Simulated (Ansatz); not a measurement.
Ta, DFT, PBEsol, all-electron LAPW, scalar-relativistic (Ansatz 0.2.0), run on 1 thread of Arm Neoverse V1 on a shared host.

The cell comes from COD entry 1541266, which wasn't checked; take it as a given geometry. The listed cell was then made from it by scaling, straining or moving an atom.

Command: `ansatz run input.yaml --threads 1 --pin off --max-ram 3072MiB --backend cpu --events-out ev --progress --plain --runs-dir out`

```yaml
crystal:
  lattice:
    - [-1.6347672, 1.6347672, 1.65128]
    - [1.6347672, -1.6347672, 1.65128]
    - [1.6347672, 1.6347672, -1.65128]
  atoms:
    - { symbol: Ta, position: [0.0, 0.0, 0.0] }
kpoints:
  mp_grid: { grid: [15, 15, 15] }
  band_path:
    path:
      - [0.0, 0.0, 0.0]
      - [0.0, 0.0, 0.5]
      - [0.25, 0.25, 0.25]
      - [0.0, 0.5, 0.0]
      - [0.0, 0.0, 0.0]
      - [0.5, 0.5, -0.5]
      - [0.495025, 0.504975, -0.495025]
      - [-0.495025, 0.495025, 0.495025]
      - [0.0, 0.0, 0.0]
    npoints: 5
scf:
  occupations: { method: fermi_dirac, width: 0.05 }
hamiltonian:
  xc: pbesol
  pseudopotentials: { kind: all_electron, lapw: { basis_error: 0.00025 } }
output:
  forces: true
  stress: true
  eigenvalues: true
```

How large is the problem that the program sets up?

288 irreducible k-points, 225 plane waves at Γ, 26 bands.

About how long does it take, and how much memory does it use?

49 s of wall time for 8 SCF iterations, with a peak of 0.64 GiB. Times on shared machines scatter by tens of per cent.
